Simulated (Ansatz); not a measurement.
# Os: relaxation (Ansatz)

Input:

```yaml
crystal:
  lattice:
    - [2.727041, 0.0, 0.0]
    - [-1.36352, 2.36169, 0.0]
    - [0.0, 0.0, 4.306043]
  atoms:
    - { symbol: Os, position: [0.3333, 0.6667, 0.25] }
    - { symbol: Os, position: [0.6666, 0.3333, 0.75] }
  symmetry: { tolerance: 0.0003 }
kpoints:
  mp_grid: { grid: [14, 14, 8], shift: [0, 0, 0] }
magnetization:
  spin_polarized: false
scf:
  occupations: { method: fermi_dirac, width: 0.0286 }
  lower_state_search: "off"
hamiltonian:
  pseudopotentials: { kind: paw }
  xc: r2scan
basis:
  ecutwfc: 500
  fft_grid_basis: typed
relax:
  max_steps: 60
  cell: { p_target: 0.0 }
output:
  forces: true
  stress: true
  eigenvalues: true
  bader: true
  populations: true
  elf: true
  write_potential: true
  volumetric_format: npy
  dos:
    e_range: [-12, 8]
    de: 0.05
    projected: { site_lists: { Os: [Os] } }
checkpoint:
  read: saved_state
```

The command:

```bash
ansatz run input.yaml --threads 2 --pin off --max-ram 2560MiB --backend cpu --events-out ev --progress --plain --runs-dir out
```

Origin of the cell: a database entry, scaled a little.

The saved state is a converged single point of the same cell.

Steps («new basis» is an SCF on plane waves selected anew at the same cell):

```csv
step,ΔF (meV/atom),max force component (eV/Å),P (GPa),volume (Å³),SCF iterations,step was
1,0.0,0.000,4.69,27.73,5,accepted
2,7.6,0.000,-9.04,28.67,7,rejected
3,-2.1,0.000,-0.20,28.05,8,accepted
4,-2.1,0.000,0.00,28.03,2,accepted
5,-2.2,0.000,0.00,28.03,5,new basis
```

Step 1, with forces in eV/Å:

```xyz
2
Lattice="2.727 0.000 0.000 -1.364 2.362 0.000 0.000 0.000 4.306" Properties=species:S:1:pos:R:3:forces:R:3 pbc="T T T" step=1
Os    0.000    1.574    1.077    0.000    0.000    0.000
Os    1.364    0.787    3.230    0.000    0.000    0.000
```

Step 3, with forces in eV/Å:

```xyz
2
Lattice="2.740 0.000 0.000 -1.370 2.373 0.000 0.000 0.000 4.315" Properties=species:S:1:pos:R:3:forces:R:3 pbc="T T T" step=3
Os    0.000    1.582    1.079    0.000    0.000    0.000
Os    1.370    0.791    3.236    0.000    0.000    0.000
```

Step 5, with forces in eV/Å:

```xyz
2
Lattice="2.739 0.000 0.000 -1.369 2.372 0.000 0.000 0.000 4.315" Properties=species:S:1:pos:R:3:forces:R:3 pbc="T T T" step=5
Os    0.000    1.581    1.079    0.000    0.000    0.000
Os    1.369    0.791    3.236    0.000    0.000    0.000
```

* Free energy lowered by: 2.2 meV/atom
* Volume change: 1.08 %
* Final pressure: 0.00 GPa
* Relaxation steps listed: 5

Caveats: no moments, though an odd count or open d shells may carry them; no spin-orbit coupling, though heavy elements are present; the relaxation held the start's symmetry, so the end may be a saddle point.

Time: 15 s of wall time on 2 CPU thread(s) of a shared host, from a saved density.
